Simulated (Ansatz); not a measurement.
Zn2SeS:
Space group P-4m2 (No. 115); a = b = 3.886 Å, c = 5.493 Å, α = β = γ = 90.00°

```csv
atom,site,symmetry,x,y,z
Zn,2g,2mm.,0.0000,0.5000,0.2367
Se,1d,-4m2,0.0000,0.0000,0.5000
S,1b,-4m2,0.5000,0.5000,0.0000
```

This is the PBEsol-relaxed structure.

### Question
All from DFT-PBEsol in the program Ansatz with PAW potentials, unless another level is named. Give the HSE06 gap on the PBEsol cell.

### Answer
2.83 eV.

### Question
And the electron effective mass with spin–orbit coupling?

### Answer
0.13 mₑ (isotropic).

### Question
Predict the hole effective mass with spin–orbit coupling.

### Answer
0.21, 0.21, 0.63 mₑ (principal values).

### Question
And the band gap?

### Answer
1.55 eV (direct).

### Question
Give the weight of the conduction-edge state by species (Voronoi cells).

### Answer
Zn 61 %, S 22 %, Se 16 %.

The first step of the workflow began from a Materials Project structure, measured or hypothetical; the Crystallography Open Database copy checked does not list it. Its standing as an ambient phase is unchecked. The PBEsol relaxation kept the symmetry of its start; of distortions, only those at the zone centre were tested. Spin–orbit coupling is left out wherever it is not named.

Potentials: the later of the program's two PAW sets.
